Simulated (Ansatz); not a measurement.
Se, beta-Sn type: geometry optimisation

Computed with DFT, BLYP, plane waves (420 eV) with PAW, scalar-relativistic in Ansatz. The PAW files were generated under PBE, with cores re-solved for the functional.

k-point mesh 12×12×8, Fermi-Dirac smearing 0.1 eV, no spin polarisation. Cell and atoms relax.

Starting structure:

```xyz
2
Lattice="-2.7576 2.7576 1.5057 2.7576 -2.7576 1.5057 2.7576 2.7576 -1.5057" Properties=species:S:1:pos:R:3 pbc="T T T"
Se    0.0000    0.0000    0.0000
Se    0.0000    2.7576    0.7528
```

Task: What cell does the relaxation end in?

Result: C2/c with a = 2.929 Å, b = 14.415 Å, c = 4.690 Å, β = 90.43°; 49.50 Å³ per atom against 22.90 at the start (116.2 %).

The cell has left the beta-Sn structure type; it ends in C2/c.

Task: How much energy does the relaxation gain?

Result: 370.2 meV per atom.

The k-point mesh keeps fewer symmetry operations than the starting structure has, so the cell can leave it.
